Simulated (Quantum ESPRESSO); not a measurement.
## Zn2AlS3F (convergence and cost over cutoff and k mesh)

A calculation, not a measurement. The program is pw.x of Quantum ESPRESSO 7.5 (plane-wave density functional theory). The cell is made up: 7 atoms on a zincblende/diamond lattice with one site empty, with randomly drawn elements, strain and displacements, not relaxed. PseudoDojo standard norm-conserving files (v0.5 for PBE, v0.4.1 for LDA and PBEsol) set the functional; there is no spin polarisation, spin-orbit coupling or dispersion term, and the masses in the input are unused placeholders.

Input of the run in row 2:

```
&control calculation='scf', pseudo_dir='./dojo.nc.sr.pbe.v0_5.standard.upf', outdir='./o', disk_io='medium', tprnfor=.true., tstress=.true. /
&system ibrav=0, nat=7, ntyp=4, nbnd=40, ecutwfc=84.00895049, nosym=.true., tot_charge=0,
 occupations='smearing', smearing='fd', degauss=0.0018374661
/
&electrons conv_thr=7.350e-09, electron_maxstep=60, /
ATOMIC_SPECIES
Al 1.0 Al.upf
F 1.0 F.upf
S 1.0 S.upf
Zn 1.0 Zn.upf
CELL_PARAMETERS angstrom
5.0785 -0.0094 0.0637
-0.0094 4.9626 0.0279
0.0637 0.0279 5.0696
ATOMIC_POSITIONS angstrom
Zn 0.0046 -0.0105 0.0141
Zn -0.0881 2.6739 2.5238
Al 2.5309 -0.1204 2.5818
S 1.2096 1.2931 1.1596
S 1.3425 3.7265 3.7395
F 3.891 1.1504 3.8425
S 3.7694 3.682 1.3701
K_POINTS automatic
4 4 4 1 1 1
```

The same cell was run at these settings. Meshes are shifted by half a step, and differences are from the last row, which is itself not exact.

| cutoff (eV) | k mesh | k points solved | threshold (eV) | free energy less the last row's (eV) | pressure (GPa) | largest stress difference (GPa) | largest force difference (eV/Å) | iterations | wall time (s) | k-point pools | processor |
| --- | --- | --- | --- | --- | --- | --- | --- | --- | --- | --- | --- |
| 800 | 2 x 2 x 2 | 4 | 1e-04 | 2.837 | -18.10 | 31.34 | 0.061 | 7 | 34 | 1 | AMD EPYC, Zen 5 class |
| 1143 | 4 x 4 x 4 | 32 | 1e-07 | 0.002 | 13.18 | 0.00 | 0.000 | 10 | 377 | 1 | AMD EPYC, Zen 5 class |
| 1437 | 6 x 6 x 6 | 108 | 1e-07 | 0.000 | 13.18 | 0.00 | 0.000 | 10 | 2085 | 1 | AMD EPYC, Zen 5 class |

Each pool is one process. Wall times include start-up and a band step at six k points, which weighs most on the coarsest meshes. The runs were on shared virtual cores whose load varied, so times are rough.